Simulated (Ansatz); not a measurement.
# V3MoSe8 (P-3m1) at 2 levels of theory

One geometry, relaxed with PBE; plane waves with PAW potentials in Ansatz, scalar-relativistic. Collinear spin, ending at 1.9 μB a primitive cell. Gaps are the least over mesh and band path; pressure is positive in compression.

```yaml
crystal:
  lattice:
    - [3.33417, 0.00000, 0.00000]
    - [-1.66708, 2.88748, 0.00000]
    - [0.00000, 0.00000, 28.26626]
  atoms:
    - { symbol: V, position: [0.00000, 0.00000, 0.74847] }
    - { symbol: V, position: [0.00000, 0.00000, 0.25153] }
    - { symbol: V, position: [0.00000, 0.00000, 0.50000] }
    - { symbol: Mo, position: [0.00000, 0.00000, 0.00000] }
    - { symbol: Se, position: [0.66667, 0.33333, 0.94003] }
    - { symbol: Se, position: [0.66667, 0.33333, 0.19564] }
    - { symbol: Se, position: [0.66667, 0.33333, 0.44412] }
    - { symbol: Se, position: [0.66667, 0.33333, 0.69261] }
    - { symbol: Se, position: [0.33333, 0.66667, 0.80436] }
    - { symbol: Se, position: [0.33333, 0.66667, 0.05997] }
    - { symbol: Se, position: [0.33333, 0.66667, 0.30739] }
    - { symbol: Se, position: [0.33333, 0.66667, 0.55588] }
```

```json
{"level": "PBE", "cutoff (eV)": "420", "k mesh": "12×12×2", "gap (eV)": "0", "pressure (GPa)": "0.0", "largest moment (μB)": "0.63"}
```

**Question.** What comes out on the same cell with LDA?

**Answer.**
| level | cutoff (eV) | k mesh | gap (eV) | pressure (GPa) | largest moment (μB) |
| --- | --- | --- | --- | --- | --- |
| LDA | 420 | 12×12×2 | 0 | -6.3 | 0.17 |

Moments started parallel, and an antiferromagnetic order may lie lower. The cell holds layers, chains or molecules and no dispersion correction was added, so their binding is poorly described.

The cell was found from a structure generator's guess, not taken from experiment.
